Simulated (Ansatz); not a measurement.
CaPbF$_{6}$ (space group Fm-3m)

```cif
data_Ca4F24Pb4
_chemical_formula_sum 'Ca4 Pb4 F24'
_space_group_name_H-M_alt 'Fm-3m'
_space_group_IT_number 225
_space_group_name_Hall '-F 4 2 3'
_cell_length_a 8.62205
_cell_length_b 8.62205
_cell_length_c 8.62205
_cell_angle_alpha 90.000
_cell_angle_beta 90.000
_cell_angle_gamma 90.000
loop_
_atom_site_label
_atom_site_type_symbol
_atom_site_symmetry_multiplicity
_atom_site_Wyckoff_symbol
_atom_site_fract_x
_atom_site_fract_y
_atom_site_fract_z
_atom_site_occupancy
Ca1 Ca 4 b 0.50000 0.50000 0.50000 1
Pb1 Pb 4 a 0.00000 0.00000 0.00000 1
F1 F 24 e 0.00000 0.00000 0.23972 1
```
(The calculation used a cell of 8 atoms; values per cell refer to that cell.)

Equation-of-state scan: isotropic scaling of the cell above, V₀ being its volume. The atoms relax within the cell's symmetry.

Calculation: r2SCAN (plane waves to 500 eV, PAW, scalar-relativistic; Ansatz, a first-principles code). k mesh 7×7×7 (Γ-centred), Fermi-Dirac smearing 0.05 eV. E stands for the smeared free energy. Stress and pressure are positive under compression. CaPbF6 was relaxed with its symmetry unable to fall. Spin-orbit coupling is left out, though Pb is heavy. ΔE is measured from the relaxed starting cell.

| a (Å) | ΔE (meV/atom) | P (GPa) |
|---|---|---|
| 8.1352 | 131.4 | 15.7 |
| 8.2373 | [?] | [?] |
| 8.3368 | 40.5 | 7.5 |
| 8.4340 | 16.7 | 4.5 |
| 8.5291 | [?] | 2.0 |
| 8.6220 | 0.0 | 0.0 |
| 8.7131 | 3.4 | -1.6 |
| 8.8022 | 12.8 | -3.0 |
| 8.8896 | 26.9 | -4.1 |
| 8.9753 | 44.8 | -4.9 |
| 9.0593 | 65.7 | -5.5 |

Some entries are withheld; supply them.


- 8.2373, ΔE (meV/atom): 77.8
- 8.2373, P (GPa): 11.2
- 8.5291, ΔE (meV/atom): 3.9

(A scan under strain: stresses follow from slopes of the energy per volume, elastic moduli from its curvatures.)
